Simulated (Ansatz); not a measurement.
In plane-wave PAW PBE (Ansatz code), C in the hexagonal phase (P6_222; C on 3c) relaxes to a = 2.605 Å, c = 2.800 Å.

The Kohn–Sham gap is 1.94 eV (indirect). The valence maximum lies at A and the conduction minimum at M (3 equivalent valleys). The electron mass is 0.25, 0.36, 0.42 mₑ (principal values). The hole mass is 0.48, 0.53, 0.53 mₑ (principal values).

The bulk modulus is 426 GPa.

The start of the workflow was typed in or built on a structure type; neither database checked (COD, Materials Project) lists it. It is not the phase usual at ambient conditions (space group No. 194, 227). The cell was relaxed with PBE under the symmetry of its start; whether a distortion lowers the energy is not shown.

Potentials: the later of the program's two PAW sets.
